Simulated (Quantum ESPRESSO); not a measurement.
Simulation results for Ga3SiCN3 (made-up cell)

Computed with Quantum ESPRESSO 7.5. Calculation on a made-up crystal cell, not a measurement: periodic Kohn-Sham density functional theory in plane waves with PseudoDojo standard norm-conserving scalar-relativistic pseudopotentials, each functional with its own files (v0.5 for PBE, v0.4.1 for LDA and PBEsol), no spin polarisation, no spin-orbit coupling, atoms not relaxed, stress positive in tension, energies less a fixed whole-eV offset for each atom's element; levels are Kohn-Sham levels at fractions of this cell's reciprocal vectors, counted from the reference band (half the neutral cell's valence electrons, rounded up) at Gamma; error bars cover cutoff and k-mesh only, not smearing or the files; added strain carries the atoms with the cell, and shear is the tensor component; each bar is the largest change over components, and at least 0.002 eV, 0.002 eV per angstrom or 0.02 GPa; energies are for the whole cell, and the offsets were chosen from early runs and are not element reference energies.

```yaml
- formula: Ga3SiCN3
  kind: "made-up cell"
  unstrained_structure:
    cell_angstrom: [[3.1592, 0.0, 0.0], [0.0, 5.4719, 0.0], [0.0, 0.0, 5.159]]
    atoms_fractional:
      - [Ga, 0.00728, -0.00885, 0.00072]
      - [Si, 0.50234, 0.49906, -0.00721]
      - [Ga, 0.50858, 0.16245, 0.50099]
      - [Ga, 0.00576, 0.66529, 0.50756]
      - ["N", 0.02118, -0.00201, 0.37639]
      - ["N", 0.51203, 0.49224, 0.37501]
      - [C, 0.50449, 0.16482, 0.87649]
      - ["N", 0.0012, 0.67222, 0.87608]
  given:
    lattice_type: wurtzite
    functional: pbe
    "cutoff [eV]": 1143
    "fermi_dirac_smearing [eV]": 0.025
    "scf_tolerance [eV]": 1.0e-07
    electrons_removed: 0
    added_strain_kind: uniform
    added_strain: 0.0075
    k_mesh: "6 x 4 x 4, shifted by half a step"
    structure_shown: "before the added strain of 0.0075"
    atom_site: [1, 2, 3, 4, 5, 6, 7, 8]
    "atom_energy_offset [eV]": [-2080, -115, -2080, -2080, -283, -283, -163, -283]
  results:
    "free_energy_less_offsets [eV]": -3.455
    "smearing_term_minus_ts [eV]": 0.0
    scf_iterations: 13
    "pressure [GPa]": 1.51
    "stress_xx [GPa]": -0.3993
    "stress_yy [GPa]": -1.351
    "stress_zz [GPa]": -2.779
    "stress_yz [GPa]": -1.424
    "stress_xz [GPa]": -0.3342
    "stress_xy [GPa]": -1.273
    force_site: [1, 2, 3, 4, 5, 6, 7, 8]
    "force_x [eV/angstrom]": [-0.08855, 0.1078, 0.455, 0.2123, -0.6197, -0.2451, 0.1358, 0.04242]
    "force_y [eV/angstrom]": [2.84, -2.157, -0.6527, 0.5269, -1.095, 1.428, 2.413, -3.302]
    "force_z [eV/angstrom]": [0.5848, 0.8761, 0.1472, -1.639, 0.05797, -2.474, 0.874, 1.572]
    reference_band: 31
    level_k_point: [Gamma, "(1/2,1/2,1/2)", "(0.15,0,0)", "(0,0.15,0)", "(0,0,0.15)"]
    "next_band_up [eV]": [0.2702, 1.603, 1.334, 0.6214, 0.6291]
    "error_bar_energy [eV]": 0.002
    "error_bar_stress [GPa]": 0.04459
    "error_bar_force [eV/angstrom]": 0.002
    "error_bar_next_band_up [eV]": 0.002
    error_bars_from: "tighter rerun of this cell"
```
